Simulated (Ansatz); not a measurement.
An Ansatz (a first-principles code) run. Input:

Ansatz 0.2 input:
```yaml
crystal:
  lattice:
    - [2.9027959858, 1.6759300438, 4.7090333753]
    - [-2.9027959858, 1.6759300438, 4.7090333753]
    - [0.0, -3.3518600876, 4.7090333753]
  atoms:
    - { symbol: Sr, position: [0.2669809796, 0.2669809796, 0.2669809796] }
    - { symbol: Sr, position: [0.7669809796, 0.7669809796, 0.7669809796] }
    - { symbol: Zr, position: [0.0116282426, 0.0116282426, 0.0116282426] }
    - { symbol: Zr, position: [0.5116282426, 0.5116282426, 0.5116282426] }
    - { symbol: O, position: [0.7530142335, 0.1892729361, 0.3293936082] }
    - { symbol: O, position: [0.3293936082, 0.7530142335, 0.1892729361] }
    - { symbol: O, position: [0.1892729361, 0.3293936082, 0.7530142335] }
    - { symbol: O, position: [0.8293936082, 0.6892729362, 0.2530142335] }
    - { symbol: O, position: [0.2530142335, 0.8293936082, 0.6892729362] }
    - { symbol: O, position: [0.6892729361, 0.2530142335, 0.8293936082] }
kpoints:
  mp_grid: { grid: [4, 4, 4] }
hamiltonian:
  xc: hse06
  pseudopotentials: { azcp: { folder: ./paw }, kind: paw }
scf:
  n_extra_bands: 10
  occupations: { method: fixed }
output:
  eigenvalues: true
  eigenstates:
    e_range: [-9.0, 13.6]
    kpoints:
      - [-0.072917, 0.427083, 0.427083]  # VBM
      - [0.0, 0.0, 0.0]  # CBM
      - [0.0, 0.0, 0.0]  # GAMMA
      - [0.5, 0.5, 0.5]  # T
      - [0.5, 0.0, 0.0]  # L
      - [0.5, 0.0, 0.5]  # F
      - [0.3755541842, -0.3755541842, 0.0]  # S_0
      - [0.6244458158, 0.0, 0.3755541842]  # S_2
      - [0.5, -0.2511083684, 0.2511083684]  # H_0
      - [0.7488916316, 0.2511083684, 0.5]  # H_2
```

Output (shortened):

```
Pseudopotential: Sr, paw, valence charge 10
Pseudopotential: Zr, paw, valence charge 12
Pseudopotential: O, paw, valence charge 6
Functional definition: HSE06
davidson cushion auto → on  (no smearing: the cushion is to keep the highest requested band from converging to the state above it …
Crystal: 10 atoms, lattice volume = 137.453 Å³
Basis set: ecut = 420 eV, 2721 PW (Γ)
Bands: 50, of which v1, the nominal top of the filled ones, is band 40 counted from 1 (39 counted from 0)
Symmetry: 6 space group operations
Space group: R3c (ITA 161), of the structure as read, at distance tolerance 5.2e-5 Å
k-points: 13 of 64 (time reversal used)
SCF iter   1: F=—  HF=-18878.733917 eV  |F-HF|=—  |Δ(HF+E_count)|=         —  Δρ=4.77e-2  dr2=2.50e0  ethr=1.00e-1  ⟨swp⟩=6.9  Hψ=2102  notcnv=0
preconditioner: auto → none
SCF iter   2: F=—  HF=-18878.660975 eV  |F-HF|=—  |Δ(HF+E_count)|=   7.29e-2  Δρ=2.10e-2  dr2=4.90e-1  ethr=3.12e-3  ⟨swp⟩=5.2  Hψ=1910  notcnv=0  defer=6
SCF iter   3: F=—  HF=-18878.858661 eV  |F-HF|=—  |Δ(HF+E_count)|=   1.98e-1  Δρ=1.90e-2  dr2=3.40e-1  ethr=6.13e-4  ⟨swp⟩=4.2  Hψ=1957  notcnv=0  defer=1
iter 4 solved again at ethr=2.34e-5 eV; its pass at ethr=4.25e-4 eV (dr2=1.87e-2 eV) is discarded
SCF iter   4: F=—  HF=-18878.787933 eV  |F-HF|=—  |Δ(HF+E_count)|=   7.07e-2  Δρ=3.87e-3  dr2=1.90e-2  ethr=2.34e-5  ⟨swp⟩=3.2  Hψ=3236  notcnv=0
SCF iter   5: F=-18878.789837 eV  HF=-18878.789628 eV  |F-HF|=2.09e-4  |Δ(HF+E_count)|=   1.70e-3  Δρ=7.79e-4  dr2=7.20e-4  ethr=2.34e-5  ⟨swp⟩=4.0  Hψ=1636  notcnv=0
SCF 1 stopped early in 5 iterations: F = -18878.789837 eV  dr2 = 7.20e-4
Crystal: 10 atoms, lattice volume = 137.453 Å³
Exchange kernel: α = 0.2500, screened, ω = 0.2079 Å⁻¹, Wigner–Seitz truncation, v(0) = 1046.4412 eV·Å³, q-mesh 4×4×4, nearest image of the exchange supercell L …
Frozen-core exchange: fock
SCF iter   1: F=—  HF=-18887.943213 eV  |F-HF|=—  |Δ(HF+E_count)|=         —  Δρ=1.10e-2  dr2=2.62e-1  ethr=9.00e-6  ⟨swp⟩=6.5  Hψ=3088  notcnv=0
preconditioner: auto → none
SCF iter   2: F=—  HF=-18887.862158 eV  |F-HF|=—  |Δ(HF+E_count)|=   8.11e-2  Δρ=3.41e-3  dr2=1.42e-2  ethr=9.00e-6  ⟨swp⟩=4.9  Hψ=2510  notcnv=0
SCF iter   3: F=—  HF=-18887.896520 eV  |F-HF|=—  |Δ(HF+E_count)|=   3.44e-2  Δρ=1.39e-3  dr2=2.97e-3  ethr=9.00e-6  ⟨swp⟩=3.7  Hψ=2049  notcnv=0
SCF iter   4: F=—  HF=-18887.895576 eV  |F-HF|=—  |Δ(HF+E_count)|=   9.44e-4  Δρ=3.06e-4  dr2=8.72e-5  ethr=3.41e-6  ⟨swp⟩=3.2  Hψ=1592  notcnv=0
SCF iter   5: F=-18887.895979 eV  HF=-18887.895980 eV  |F-HF|=1.70e-6  |Δ(HF+E_count)|=   4.04e-4  Δρ=1.07e-4  dr2=6.66e-6  ethr=7.53e-8  ⟨swp⟩=4.8  Hψ=2273  notcnv=0
SCF 2 stopped early in 5 iterations: F = -18887.895979 eV  dr2 = 6.66e-6
hybrid outer 1: dexx = +4.270e-2 eV, tail = 6.04e-5 eV
Crystal: 10 atoms, lattice volume = 137.453 Å³
Exchange kernel: α = 0.2500, screened, ω = 0.2079 Å⁻¹, Wigner–Seitz truncation, v(0) = 1046.4412 eV·Å³, q-mesh 4×4×4, nearest image of the exchange supercell L …
Frozen-core exchange: fock
SCF iter   1: F=—  HF=-18887.895646 eV  |F-HF|=—  |Δ(HF+E_count)|=         —  Δρ=4.24e-5  dr2=1.20e-6  ethr=3.77e-7  ⟨swp⟩=3.4  Hψ=1512  notcnv=0
preconditioner: auto → none
SCF iter   2: F=—  HF=-18887.895647 eV  |F-HF|=—  |Δ(HF+E_count)|=   7.25e-7  Δρ=2.16e-5  dr2=2.40e-7  ethr=1.28e-9  ⟨swp⟩=4.9  Hψ=2442  notcnv=0
SCF iter   3: F=-18887.895647 eV  HF=-18887.895647 eV  |F-HF|=2.02e-8  |Δ(HF+E_count)|=   1.37e-8  Δρ=7.00e-6  dr2=7.66e-8  ethr=2.43e-10  ⟨swp⟩=3.0  Hψ=1901  notcnv=0
SCF 3 converged in 3 iterations: F = -18887.895647 eV  dr2 = 7.66e-8
hybrid outer 2: dexx = +6.478e-7 eV, tail = 1.77e-7 eV, Δε = 1.94e-3 eV (about 1.27e-4 eV left of the loop's levels)
the search or the solves at the SCF's close seem to have found levels that the self-consistency loop had missed (the run counts 1) …
NSCF: frozen V_eff on 10 k-points
hybrid SCF converged: 2 outer / 8 inner (+5 warm-up), last move |dexx| = 6.48e-7 eV, tail = 1.77e-7 eV
Stability not checked (fock_operator)
Free energy (F): -18887.895648 eV
Frozen-core exchange: fock
Harris-Foulkes:  -18887.895648 eV  (|F-HF|=2.02e-8)
Internal energy: -18887.895648 eV  (E = F + TS)
E sigma→0 (E₀):  -18887.895648 eV
Fermi energy:    8.034719 eV
--- Per-component energies (eV) ---
  E_band       = -462.078167
  E_kinetic    = 2125.941917
  E_local      = -4379.706465  (includes V_loc(G=0)·N_el)
  E_nonlocal   = 912.237521
  E_hartree    = 1400.007808
  E_xc         = -880.193286
  E_vxc        = -985.110010  (∫ρ·V_xc dr)
  E_exx        = -227.821085  (= α·E_x^exact, valence–valence)
  E_paw        = -12283.036727  (= ΣΔE_a)
  E_vpaw       = -479.819346  (= ΣTr[D̂ρ^β])
  E_aug_tail   = 0.004515  (compensation charges beyond the density's cutoff)
  E_ewald      = -5553.637644
  E_core_change = -1.692203  (= ΣΔE_core)
  E_smearing   =  0.000000  (= −TS)
  E_closure    =  0.000000  (closes the sum)
  Σ components = -18887.895648   (vs F -18887.895648, Δ=0.00e0)
  [band-id]    e_kinetic+e_local+e_nonlocal+2·e_hartree+e_vxc+2·e_exx+e_vpaw+e_augmentation_tail = -462.078422   (vs E_band -462.078167, Δ=-2.55e-4)
--- Band table (eV; the first three rows and the last of 13) ---
  k-point 0: bands = ["-41.5655", "-41.5514", "-26.1336", "-26.0949", "-18.6712", "-18.6712", "-18.6654", "-18.3593", "-18.3507", "-18.3507", "-9.9243", "-9.7325", "-9.7325", "-8.5909", "-8.5909", "-8.4250", "-7.0651", "-6.9138", "-6.8717", "-6.8717", …
  k-point 1: bands = ["-41.5634", "-41.5535", "-26.1284", "-26.1005", "-18.6331", "-18.6271", "-18.6207", "-18.4098", "-18.4012", "-18.3966", "-9.8624", "-9.5729", "-9.5424", "-8.9268", "-8.6893", "-8.6496", "-7.0307", "-6.9504", "-6.7517", "-6.7354", …
  k-point 2: bands = ["-41.5585", "-41.5585", "-26.1146", "-26.1146", "-18.5260", "-18.5260", "-18.5174", "-18.5174", "-18.5111", "-18.5111", "-9.5212", "-9.5212", "-9.2353", "-9.2353", "-8.9773", "-8.9773", "-6.9763", "-6.9763", "-6.6569", "-6.6569", …
  k-point 12: bands = ["-41.5584", "-41.5584", "-26.1146", "-26.1146", "-18.5187", "-18.5187", "-18.5179", "-18.5179", "-18.5179", "-18.5179", "-9.3693", "-9.3693", "-9.2073", "-9.2073", "-9.2073", "-9.2073", "-6.7056", "-6.7056", "-6.6863", "-6.6863", …
```

Cost: very roughly 5 core-minutes on shared cores.

The points marked VBM and CBM come from a semilocal run.

The start of the workflow was typed in or built on a structure type; neither database checked (COD, Materials Project) lists it. COD files the formula under space group No. 62, 63, 221. Whether it is the stable phase at ambient conditions was not checked. Symmetry was held in the PBEsol relaxation; its stability against distortions is not shown here. The run is not spin-polarised. Scalar-relativistic: spin–orbit coupling is off unless named, which matters more the heavier the elements.

Potentials: the earlier of the program's two PAW sets. The files were generated under PBE; for other functionals the program regenerates the frozen cores, and for LDA and PBEsol the local potential too.

Ansatz is a plane-wave DFT program.
